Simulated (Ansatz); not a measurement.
## Calculated with Ansatz: Si2Ni2Ir, single run

The command:

```bash
ansatz run input.yaml --threads 1 --pin off --max-ram 2560MiB --backend cpu --events-out ev --progress --plain --runs-dir out
```

input.yaml:

```yaml
crystal:
  lattice:
    - [0.0, 3.636488, 0.0]
    - [3.636488, 0.0, 0.0]
    - [1.818244, 1.818244, -4.643366]
  atoms:
    - { symbol: Ir, position: [0.0, 0.0, 0.0] }
    - { symbol: Ni, position: [0.75, 0.25, 0.5] }
    - { symbol: Ni, position: [0.25, 0.75, 0.5] }
    - { symbol: Si, position: [0.375, 0.375, 0.25] }
    - { symbol: Si, position: [0.625, 0.625, 0.75] }
  symmetry: { detect: false }
kpoints:
  mp_grid: { grid: [5, 5, 5], shift: [0, 0, 0] }
magnetization:
  spin_polarized: false
scf:
  occupations: { method: methfessel_paxton, width: 0.094 }
  mixing: { preconditioner: resta }
hamiltonian:
  pseudopotentials: { kind: paw }
  xc: lda
basis:
  ecutwfc: 500
output:
  forces: true
  stress: true
  eigenvalues: true
  write_density: true
  write_potential: true
  elf: true
  volumetric_format: npy
```

Origin of the cell: a known structure type with other elements, at an estimated volume, so it need not be a known compound.

Output (shortened):

```
Pseudopotentials: kind: paw
Pseudopotential: Ir, paw, valence charge 17, recommended cutoff 420 eV (normal), Ir.paw.azcp
Pseudopotential: Ni, paw, valence charge 18, recommended cutoff 420 eV (normal), Ni.paw.azcp
Pseudopotential: Si, paw, valence charge 4, recommended cutoff 420 eV (normal), Si.paw.azcp
Functional definition: SPW92
  exchange = slater_x
  correlation = pw_c
Crystal: 5 atoms, lattice volume = 61.404 Å³
Basis set: ecut = 500 eV, 1589 PW (Γ)
Bands: 37, of which v1, the nominal top of the filled ones, is band 31 counted from 1 (30 counted from 0)
Symmetry: 1 space group operations
k-points: 63 of 125 (time reversal used)
[… 7 lines left out …]
Initial density: superposition of atomic densities (neutral atoms: chi_scale 0, normalization atom), corrected by the library's trained network
Functional: x = slater, c = lda
SCF iter   1: F=—  HF=-24428.074574 eV  Δρ=1.91e-2  dr2=1.24e-1
SCF iter   2: F=—  HF=-24428.213642 eV  S|Δr|=    0.00e0  Δρ=5.23e-2  dr2=1.53e0  defer=75  recentre
SCF iter   3: F=—  HF=-24428.060522 eV  S|Δr|=    0.00e0  Δρ=1.07e-2  dr2=4.42e-2  defer=75
SCF iter   4: F=—  HF=-24428.056561 eV  S|Δr|=    0.00e0  Δρ=2.95e-3  dr2=1.78e-3  defer=75
SCF iter   5: F=—  HF=-24428.056390 eV  S|Δr|=    0.00e0  Δρ=1.38e-3  dr2=1.04e-3  defer=75
SCF iter   6: F=—  HF=-24428.056315 eV  S|Δr|=    0.00e0  Δρ=1.79e-4  dr2=1.79e-5  defer=75
SCF iter   7: F=—  HF=-24428.056314 eV  S|Δr|=    0.00e0  Δρ=4.09e-4  dr2=8.09e-5  defer=75
SCF iter   8: F=—  HF=-24428.056314 eV  S|Δr|=    0.00e0  Δρ=4.07e-4  dr2=8.05e-5  defer=75
SCF iter   9: F=—  HF=-24428.056309 eV  S|Δr|=    0.00e0  Δρ=1.84e-4  dr2=1.64e-5  defer=75
SCF iter  10: F=—  HF=-24428.056308 eV  S|Δr|=    0.00e0  Δρ=4.15e-5  dr2=8.11e-7  defer=75
SCF iter  11: F=-24428.056307 eV  HF=-24428.056307 eV  S|Δr|=    0.00e0  Δρ=1.45e-6  dr2=1.43e-9
SCF 1 converged in 11 iterations: F = -24428.056307 eV  dr2 = 1.43e-9
SCF converged after 11 iterations
Stability not checked: this state was not tested for a lower state beside it, because cold or Methfessel-Paxton smearing, or corrected tetrahedra, fill the levels in a way that the test cannot read (fill_not_monotonic; […]
Free energy (F): -24428.056307 eV
Harris-Foulkes:  -24428.056307 eV  (|F-HF|=1.28e-9)
Internal energy: -24428.053369 eV  (E = F + TS)
E sigma→0 (E₀):  -24428.055573 eV
Entropy (-TS):   -0.002938 eV (-0.588 meV/atom)
Fermi energy:    17.487906 eV
--- Per-component energies (eV) ---
  E_band       = -759.177442
  E_kinetic    = 1291.165179
  E_local      = -10306.063045  (includes V_loc(G=0)·N_el)
  E_nonlocal   = 1414.101146
  E_hartree    = 4383.010252
  E_xc         = -551.272249
  E_vxc        = -621.037303  (∫ρ·V_xc dr)
  E_paw        = -13056.435435  (= ΣΔE_a)
  E_vpaw       = -1303.363370  (= ΣTr[D̂ρ^β])
  E_aug_tail   = 0.000389  (compensation charges beyond the density's cutoff)
  E_ewald      = -7604.008111
  E_core_change = 1.448505  (= ΣΔE_core)
  E_smearing   = -0.002938  (= −TS)
  Σ components = -24428.056307   (vs F -24428.056307, Δ=0.00e0)
--- Forces (eV/Å), atoms counted from 1 ---
  atom   1  Ir     0.000000    -0.000000     0.000001
  atom   2  Ni    -0.000000    -0.000001    -0.000002
  atom   3  Ni     0.000000     0.000001    -0.000002
  atom   4  Si    -0.000002    -0.000002     2.653462
  atom   5  Si     0.000002     0.000002    -2.653462
  max |Σ_I F_I| component: 2.35e-6 eV/Å
--- Stress (GPa, compression-positive) ---
       -0.620156       0.000000      -0.000001
        0.000000      -0.620159       0.000001
       -0.000001       0.000001      -1.750884
  P = ⅓ Tr σ = -0.9971 GPa (-9.971 kbar)
```

Caveats: no spin polarisation, so a magnetic state may lie lower; no spin-orbit coupling, though heavy elements are present; the k mesh is coarse if the cell is a metal.

It ran for 17 s on 1 thread of Intel(R) Xeon(R) 6975P-C (Granite Rapids), with other jobs on the host, peak memory 0.5 GiB, from the program's own first density.
